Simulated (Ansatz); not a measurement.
Cr (bcc, W type)

```
CELL_PARAMETERS angstrom
     -1.42397     1.42397     1.42397
      1.42397    -1.42397     1.42397
      1.42397     1.42397    -1.42397
ATOMIC_POSITIONS crystal
  Cr 0.00000 0.00000 0.00000
```

E(V) scan at fixed shape, V₀ the volume above. Symmetry pins the atoms to their sites.

These are PBE (plane waves to 420 eV, PAW, scalar-relativistic; Ansatz, a program for electronic structure) values and carry that method's errors. k mesh 23×23×23 (Γ-centred), Fermi-Dirac smearing 0.05 eV. Stress and pressure are positive under compression. Cr is run without spin polarisation. Cr was relaxed with its symmetry unable to fall. Real Cr orders magnetically; this run has no moments, which shifts volume and moduli.

At one point of the scan the stress tensor (GPa) is:

```
   11.5      0.0      0.0
    0.0     11.5      0.0
    0.0      0.0     11.5
```

**Question.** Which point is it?
A) V/V₀ = 0.840
B) V/V₀ = 0.920
C) V/V₀ = 0.880
D) V/V₀ = 0.960

**Answer.** D, V/V₀ = 0.960

(A scan under strain: stresses follow from slopes of the energy per volume, elastic moduli from its curvatures.)
